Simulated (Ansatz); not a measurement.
**87Sr NMR of the central transition in Sr5Ti2N6**

Cell: a computed structure from the Materials Project (it need not be an observed phase), taken as it stands.

Space group C2/c (No. 15); a = 10.6054, b = 6.8529, c = 13.5960 Å, β = 102.01°.

| site | Wyckoff | site symmetry | x | y | z |
| --- | --- | --- | --- | --- | --- |
| Sr1 | 8f | 1 | 0.5391 | 0.2375 | 0.0016 |
| Sr5 | 8f | 1 | 0.1560 | 0.8787 | 0.7219 |
| Sr9 | 4e | 2 | 0.5000 | 0.8559 | 0.7500 |
| Ti | 8f | 1 | 0.7759 | 0.1085 | 0.5712 |
| N15 | 8f | 1 | 0.9445 | 0.0137 | 0.6238 |
| N19 | 8f | 1 | 0.6476 | 0.0247 | 0.6439 |
| N23 | 8f | 1 | 0.2885 | 0.8940 | 0.5744 |

One atom of each set is listed; the run and its k-mesh use a cell of 26 atoms with edges of 6.31, 6.31, 13.60 Å.

Computed with Ansatz: DFT, LDA, plane waves and PAW, scalar-relativistic, 420 eV cutoff, Γ-centred 5×5×2 k-points, Fermi–Dirac smearing 0.02 eV.

87Sr has I = 9/2 and Q = 305.0 mb (Pyykkö 2018); at 23.5 T its Larmor frequency is ν₀ = 43.5 MHz. Only the quadrupole interaction is simulated: positions count from each site's isotropic chemical shift, and shift anisotropy, dipolar and J coupling are left out.

Question: Simulate the second-order pattern (static powder, Gaussian broadening 70 kHz) of site Sr5 (5 N at 2.53–2.71 Å).

Answer: The calculation gives C_Q = 81.2 MHz and η = 0.48, so ν_Q = 3.38 MHz and the centre of gravity lies at -5203 ppm (-226 kHz).

offset (kHz), height and a bar:
```
  -1123.6          0 
  -1047.9         16 #####
   -972.2         41 ############
   -896.5         45 #############
   -820.8         47 ##############
   -745.1         51 ###############
   -669.4         54 ################
   -593.7         59 ##################
   -518.0         67 ####################
   -442.3         80 ########################
   -366.6        100 ##############################
   -290.9         84 #########################
   -215.2         73 ######################
   -139.5         69 #####################
    -63.8         68 ####################
     11.9         66 ####################
     87.6         59 ##################
    163.3         69 #####################
    239.0         97 #############################
    314.7         72 ######################
    390.4         46 ##############
    466.1         39 ############
    541.8         14 ####
    617.5          0
```

At this cell the LDA pressure is -5 GPa, so with LDA the cell would shrink if it were relaxed. The largest force is 0.6 eV/Å, so the atoms aren't at the calculated equilibrium and relaxing them would move these values. Without spin–orbit coupling (the program notes it for Sr) the gradients are little affected as a rule: paired runs on crystals with a gap mostly move them by under 2 % at such atoms.
